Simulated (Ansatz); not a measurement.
Equation of state of YHg

```
CELL_PARAMETERS angstrom
3.68200 0.00000 0.00000
0.00000 3.68200 0.00000
0.00000 0.00000 3.68200
ATOMIC_POSITIONS crystal
Y 0.50000 0.50000 0.50000
Hg 0.00000 0.00000 0.00000
```

The cell comes from COD entry 1523310, which wasn't checked; take it as a given geometry.

Spin polarisation is left out, and whether a magnetic state lies lower isn't shown here.

No spin–orbit coupling, which matters for the heavy atoms here.

Methods: DFT, LDA, all-electron LAPW, scalar-relativistic (Ansatz 0.2.0); DFT, LDA, PAW with Ansatz's default frozen-core files, scalar-relativistic (Ansatz 0.2.0).

For LAPW: a Γ-centred 11×11×11 k mesh, Fermi–Dirac smearing of 0.08 eV, basis error target 0.25 meV/atom, no spin polarisation. PAW takes a cutoff of 420 eV at this cell (files made with PBE, cores remade for this functional). The Ansatz runs share mesh, smearing and spin set-up. Plane-wave (PAW) pressures include the program's estimate of the Pulay term.

The cell above is scaled evenly, with fractional coordinates and shape held.

**Question.** Estimate the equilibrium volume and bulk modulus that all-electron LAPW gives for this fixed shape.

**Answer.** V0 = 23.80 Å³/atom, B0 = 81 GPa, B0′ = 4.6, from a third-order Birch–Murnaghan fit to these pressures:
```json
{"V/V(cell)": "0.9400", "V (Å³/atom)": "23.461", "P, LAPW (GPa)": "1.19", "P, PAW (GPa)": "1.18"}
{"V/V(cell)": "0.9600", "V (Å³/atom)": "23.960", "P, LAPW (GPa)": "-0.55", "P, PAW (GPa)": "-0.55"}
{"V/V(cell)": "0.9800", "V (Å³/atom)": "24.459", "P, LAPW (GPa)": "-2.10", "P, PAW (GPa)": "-2.10"}
{"V/V(cell)": "0.9900", "V (Å³/atom)": "24.709", "P, LAPW (GPa)": "-2.81", "P, PAW (GPa)": "-2.81"}
{"V/V(cell)": "1.0000", "V (Å³/atom)": "24.959", "P, LAPW (GPa)": "-3.48", "P, PAW (GPa)": "-3.48"}
{"V/V(cell)": "1.0100", "V (Å³/atom)": "25.208", "P, LAPW (GPa)": "-4.11", "P, PAW (GPa)": "-4.11"}
{"V/V(cell)": "1.0200", "V (Å³/atom)": "25.458", "P, LAPW (GPa)": "-4.71", "P, PAW (GPa)": "-4.71"}
{"V/V(cell)": "1.0400", "V (Å³/atom)": "25.957", "P, LAPW (GPa)": "-5.80", "P, PAW (GPa)": "-5.80"}
{"V/V(cell)": "1.0600", "V (Å³/atom)": "26.456", "P, LAPW (GPa)": "-6.77", "P, PAW (GPa)": "-6.77"}
```

PAW's V0 lies -0.01 % from the all-electron value and its B0 0.0 %. Symmetry fixes shape and coordinates here, so this is the relaxed modulus.
